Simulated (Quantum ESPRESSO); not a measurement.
## Calculated data, AlInGa₂P₄ (made-up cell)

Computed with Quantum ESPRESSO 7.5. Calculation on a made-up crystal cell, not a measurement: periodic Kohn-Sham density functional theory in plane waves with PseudoDojo standard norm-conserving scalar-relativistic pseudopotentials, each functional with its own files (v0.5 for PBE, v0.4.1 for LDA and PBEsol), no spin polarisation, no spin-orbit coupling, atoms not relaxed, stress positive in tension, energies less a fixed whole-eV offset for each atom's element; levels are Kohn-Sham levels at fractions of this cell's reciprocal vectors, counted from the reference band (half the neutral cell's valence electrons, rounded up) at Gamma; error bars cover cutoff and k-mesh only, not smearing or the files; added strain carries the atoms with the cell, and shear is the tensor component; each bar is the largest change over components, and at least 0.002 eV, 0.002 eV per angstrom or 0.02 GPa; energies are for the whole cell, and the offsets were chosen from early runs and are not element reference energies.

Settings shared by all entries: lattice type zincblende/diamond; functional pbe; cutoff 1088 eV; fermi dirac smearing 0.025 eV; scf tolerance 1e-07 eV; electrons removed 0; k mesh 4 x 4 x 4, shifted by half a step.

```yaml
- entry: 1
  formula: AlInGa2P4
  kind: "made-up cell"
  structure:
    cell_angstrom:
      - [5.6751, 0.0701, 0.0302]
      - [0.0701, 5.7713, -0.0311]
      - [0.0302, -0.0311, 5.5897]
    atoms_fractional:
      - [In, -0.01211, 0.00402, -0.0022]
      - [Ga, -0.00483, 0.46741, 0.49849]
      - [Ga, 0.47603, -0.00369, 0.49133]
      - [Al, 0.4872, 0.47113, -0.01688]
      - [P, 0.26669, 0.23102, 0.25596]
      - [P, 0.26839, 0.73767, 0.73339]
      - [P, 0.76504, 0.26627, 0.7693]
      - [P, 0.77883, 0.75867, 0.24384]
  given:
    atom_site: [1, 2, 3, 4, 5, 6, 7, 8]
    "atom_energy_offset [eV]": [-1808, -2080, -2080, -64, -189, -189, -189, -189]
  results:
    "free_energy_less_offsets [eV]": -0.6063
    "smearing_term_minus_ts [eV]": 0.0
    scf_iterations: 10
    "pressure [GPa]": 0.7123
    "stress_xx [GPa]": -0.5046
    "stress_yy [GPa]": 0.04783
    "stress_zz [GPa]": -1.68
    "stress_yz [GPa]": 3.075
    "stress_xz [GPa]": 0.7166
    "stress_xy [GPa]": 1.575
    force_site: [1, 2, 3, 4, 5, 6, 7, 8]
    "force_x [eV/angstrom]": [2.064, 0.5769, 2.174, 0.3478, -0.5135, -0.6051, -1.455, -2.588]
    "force_y [eV/angstrom]": [-0.6072, 1.548, -1.076, 1.682, 1.483, -0.6316, -0.03688, -2.362]
    "force_z [eV/angstrom]": [-0.4897, -0.3935, 0.5963, 1.007, -0.5665, 0.144, -2.044, 1.746]
    "error_bar_energy [eV]": 0.008077
    "error_bar_stress [GPa]": 0.02
    "error_bar_force [eV/angstrom]": 0.002072
    error_bars_from: "tighter rerun of a related cell"
- entry: 2
  formula: AlInGa2P4
  kind: "made-up cell"
  structure:
    cell_angstrom:
      - [5.6751, 0.0701, 0.0302]
      - [0.0701, 5.7713, -0.0311]
      - [0.0302, -0.0311, 5.5897]
    atoms_fractional:
      - [In, -0.01211, 0.00402, -0.0022]
      - [Ga, -0.00483, 0.46741, 0.49849]
      - [Ga, 0.47603, -0.00369, 0.49133]
      - [Al, 0.4872, 0.47113, -0.01688]
      - [P, 0.26667, 0.23104, 0.25968]
      - [P, 0.26839, 0.73767, 0.73339]
      - [P, 0.76504, 0.26627, 0.7693]
      - [P, 0.77883, 0.75867, 0.24384]
  given:
    atom_site: [1, 2, 3, 4, 5, 6, 7, 8]
    "atom_energy_offset [eV]": [-1808, -2080, -2080, -64, -189, -189, -189, -189]
  results:
    "free_energy_less_offsets [eV]": -0.592
    "smearing_term_minus_ts [eV]": 0.0
    scf_iterations: 10
    "pressure [GPa]": 0.7378
    "stress_xx [GPa]": -0.5112
    "stress_yy [GPa]": 0.0006003
    "stress_zz [GPa]": -1.703
    "stress_yz [GPa]": 3.114
    "stress_xz [GPa]": 0.6899
    "stress_xy [GPa]": 1.736
    force_site: [1, 2, 3, 4, 5, 6, 7, 8]
    "force_x [eV/angstrom]": [2.108, 0.5448, 2.241, 0.3199, -0.5704, -0.6027, -1.451, -2.59]
    "force_y [eV/angstrom]": [-0.5714, 1.569, -1.164, 1.649, 1.543, -0.6271, -0.03576, -2.362]
    "force_z [eV/angstrom]": [-0.4522, -0.3511, 0.6803, 1.054, -0.8107, 0.1611, -2.024, 1.742]
    "error_bar_energy [eV]": 0.008077
    "error_bar_stress [GPa]": 0.02
    "error_bar_force [eV/angstrom]": 0.002072
    error_bars_from: "tighter rerun of a related cell"
- entry: 3
  formula: AlInGa2P4
  kind: "made-up cell"
  structure:
    cell_angstrom:
      - [5.6751, 0.0701, 0.0302]
      - [0.0701, 5.7713, -0.0311]
      - [0.0302, -0.0311, 5.5897]
    atoms_fractional:
      - [In, -0.01211, 0.00402, -0.0022]
      - [Ga, -0.00483, 0.46741, 0.49849]
      - [Ga, 0.47603, -0.00369, 0.49133]
      - [Al, 0.4872, 0.47113, -0.01688]
      - [P, 0.26662, 0.23109, 0.26861]
      - [P, 0.26839, 0.73767, 0.73339]
      - [P, 0.76504, 0.26627, 0.7693]
      - [P, 0.77883, 0.75867, 0.24384]
  given:
    atom_site: [1, 2, 3, 4, 5, 6, 7, 8]
    "atom_energy_offset [eV]": [-1808, -2080, -2080, -64, -189, -189, -189, -189]
  results:
    "free_energy_less_offsets [eV]": -0.5369
    "smearing_term_minus_ts [eV]": 0.0
    scf_iterations: 11
    "pressure [GPa]": 0.8322
    "stress_xx [GPa]": -0.5777
    "stress_yy [GPa]": -0.1638
    "stress_zz [GPa]": -1.755
    "stress_yz [GPa]": 3.216
    "stress_xz [GPa]": 0.6246
    "stress_xy [GPa]": 2.129
    force_site: [1, 2, 3, 4, 5, 6, 7, 8]
    "force_x [eV/angstrom]": [2.206, 0.4602, 2.417, 0.2595, -0.712, -0.5968, -1.442, -2.592]
    "force_y [eV/angstrom]": [-0.492, 1.625, -1.393, 1.577, 1.696, -0.6168, -0.03286, -2.363]
    "force_z [eV/angstrom]": [-0.3672, -0.2447, 0.8882, 1.159, -1.396, 0.2019, -1.975, 1.733]
    "error_bar_energy [eV]": 0.008077
    "error_bar_stress [GPa]": 0.02
    "error_bar_force [eV/angstrom]": 0.002072
    error_bars_from: "tighter rerun of a related cell"
```
